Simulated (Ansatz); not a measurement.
# Relaxing a structure of AlNi

The start is a relaxed AlNi cell, doubled along one cell vector, shaken by Gaussian noise of σ = 0.08 Å a coordinate. The structure is fully relaxed (lattice and positions, P = 0) with PBE (plane waves to 420 eV, PAW, scalar-relativistic; Ansatz, a program for electronic structure). First-step values are on the input's coarse k-mesh.

Ansatz input (later rounds restart from its end on a renewed k-mesh):
Ansatz 0.2 input:
```yaml
crystal:
  lattice:
    - [1.3653409572, 0.7882799692, 3.9039704365]
    - [-1.3653409572, 0.7882799692, 3.9039704365]
    - [0, -3.1531198768, 7.807940873]
  atoms:
    - { symbol: Al, position: [0.0191124184, -0.060820245, 0.0125183866] }
    - { symbol: Al, position: [-0.0135521765, 0.043080698, 0.4788445943] }
    - { symbol: Ni, position: [0.4580283693, 0.4968699849, 0.2566258605] }
    - { symbol: Ni, position: [0.5445706531, 0.5022341447, 0.7429357116] }
basis: { ecutwfc: 420, ecutrho_ratio: 4, xc_grid: 2, fft_grid_basis: typed }
kpoints: { mp_grid: { grid: [14, 14, 7] } }
hamiltonian:
  xc: pbe
  dispersion: none
  pseudopotentials: { kind: paw }
scf: { occupations: { method: fermi_dirac, width: 0.05 } }
relax: { f_tol: 0.01, max_steps: 100, cell: { stress_tol: 0.02 } }
output: { forces: true, stress: true }
```

Problem. How large is the pressure on the unrelaxed cell, and of which sign?

Solution. +3.3 GPa (positive: the cell is compressed).

Problem. What is the largest force in the starting geometry, and on which atom (counted from 1)?

Solution. 1.43 eV/Å, on Al1 (atoms numbered as listed).

Problem. How much energy is released per atom?

Solution. 0.08 eV/atom.

Problem. Is the parent structure recovered?

Solution. It relaxes back to the parent, R-3m (No. 166).

Problem. How do the shortest distances between atoms change?

Solution. The closest pairs of elements (up to four, under 3.6 Å), start → end: Al–Ni 2.36 → 2.51 Å; Al–Al 2.50 → 2.73 Å; Ni–Ni 2.59 → 2.73 Å.

Problem. Is the relaxed structure metallic? Give its gap.

Solution. Zero (metallic).

Relaxed structure:

Space group R-3m, hexagonal axes (No. 166); a = b = 2.7307 Å, c = 11.7119 Å, α = β = 90.00°, γ = 120.00°

| atom | site | symmetry | x | y | z |
|---|---|---|---|---|---|
| Al | 3a | -3m | 0.0000 | 0.0000 | 0.0000 |
| Ni | 3b | -3m | 0.0000 | 0.0000 | 0.5000 |
(The calculation used a cell of 2 atoms; values per cell refer to that cell.)

Final values are on a 20×20×20 k-mesh of the relaxed cell. No spin polarisation in the result. A magnetic state may lie lower.

The relaxed structure here is a generated cell of AlNi: the first start was made by placing the elements on the sites of a structure type, and the end was not matched to a known phase here, so it may be hypothetical. Known forms of AlNi include space group No. 221.
